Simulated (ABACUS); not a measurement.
A self-consistent single point of Mg4Te3Se (Pm, 8 atoms in the cell; from Materials Project mp-1222094, changed as shown) with ABACUS.

Method: PBEsol, PseudoDojo 0.4 standard norm-conserving PBEsol (tails mended) pseudopotentials (plane waves; ABACUS).

The change in words: atom 7 moved by -0.15 angstrom along y. Reference geometry (P-4m2):
```
Mg4Te3Se
1.0
    4.57085     0.00000     0.00000
    0.00000     4.57085     0.00000
    0.00000     0.00000    12.87310
Mg Te Se
4 3 1
Direct
  0.50000   0.00000   0.60787
  0.00000   0.50000   0.39213
  0.50000   0.00000   0.13068
  0.00000   0.50000   0.86932
  0.50000   0.50000   0.26162
  0.50000   0.50000   0.73838
  0.00000   0.00000   0.00000
  0.00000   0.00000   0.50000
```

Reference input (self-consistent single point, DFT, PBEsol, plane waves, PseudoDojo 0.4 standard norm-conserving PBEsol (tails mended) pseudopotentials): KPT = MP 3 3 1 0 0 0; basis_type = pw; dft_functional = PBESOL; ecutwfc = 86 Ry; smearing_method = fixed; potentials = PseudoDojo 0.4 standard norm-conserving PBEsol (tails mended); symmetry = 1; symmetry_prec = 1e-05; ks_solver = dav_subspace; scf_nmax = 100; scf_thr = 1.0e-09 Ry; mixing_type = pulay. This run's input differs from it in these lines:

```diff
@@ -48,3 +48,3 @@
    0.5000000000    0.5000000000    0.7383800000 1 1 1
-   0.0000000000    0.0000000000    0.0000000000 1 1 1
+   0.0000000000   -0.0328170000    0.0000000000 1 1 1
```

The program printed (abridged):

```
 SELF-CONSISTENT
 -------------------------------------------

                                 init_chg = atomic

 PW ALGORITHM --------------- ION=   1  ELEC=   1--------------------------------

 Notice: Threshold on eigenvalues was too large.

 Density error is 0.25905925057
                          Error Threshold = 0.000247603075667
 E_KohnSham     -1344.7734483164     -18296.5814162118
 E_Fermi        0.2476731300         3.3697658088

 PW ALGORITHM --------------- ION=   1  ELEC=   2--------------------------------

 Density error is 0.0137014595432
                          Error Threshold = 0.000249095433241
   [... lines left out ...]

 Density error is 3.0200684739e-09
                          Error Threshold = 7.04386630234e-11
 E_KohnSham     -1344.8178861979     -18297.1860246064
 E_Fermi        0.2916629775         3.9682783899

 PW ALGORITHM --------------- ION=   1  ELEC=   9--------------------------------

 Density error is 1.98602666866e-10
                          Error Threshold = 2.90391199414e-12
 E_KohnSham     -1344.8178861989     -18297.1860246207
 E_KS(sigma->0) -1344.8178861989     -18297.1860246207
 E_entropy(-TS) 0.0000000000         0.0000000000
 E_Fermi        0.2916649639         3.9683054166
 charge density convergence is achieved
 final etot is -18297.186025 eV
 EFERMI = 3.9683054166 eV

 STATE ENERGY(eV) AND OCCUPATIONS    NSPIN == 1
   [... 60 lines left out ...]

 TOTAL-FORCE (eV/Angstrom)
                       Mg1         0.0000000000         0.0060529529         0.0462649980
                       Mg2         0.0000000000        -0.0081172547        -0.0434821973
                       Mg3         0.0000000000        -0.0636579988         0.0253142698
                       Mg4         0.0000000000        -0.4769141398        -0.1488199226
                       Te1         0.0000000000        -0.0254802381         0.0102029987
                       Te2         0.0000000000        -0.0272944781        -0.0102395555
                       Te3         0.0000000000         0.6054191393         0.1219086859
   [... lines left out ...]

 TOTAL-STRESS (KBAR)
       -19.3516165484         0.0000000000         0.0000000000
         0.0000000000       -18.2417769479         3.5971545917
         0.0000000000         3.5971545917       -24.8040866316
 TOTAL-PRESSURE: -20.799160 KBAR

 --------------------------------------------
 !FINAL_ETOT_IS -18297.1860246206997545 eV
 --------------------------------------------
```

The run converged in 9 iterations. Against the reference run the free energy rises by 5.6 meV/atom, the pressure hardly changes (-2.14 to -2.08 GPa) and the largest force goes from 0.045 to 0.618 eV/Å.

Spin-orbit coupling is left out, which matters for bands and gaps with elements this heavy. The structure comes from a collection of computed structures, made at another level of theory; the collection holds predicted forms beside known ones. Its lattice was then scaled.

Cost on one core: about 60 core-seconds (a rough figure).

“Tails mended”: in these copies of the files the far tail of each local potential was reset to the Coulomb form.
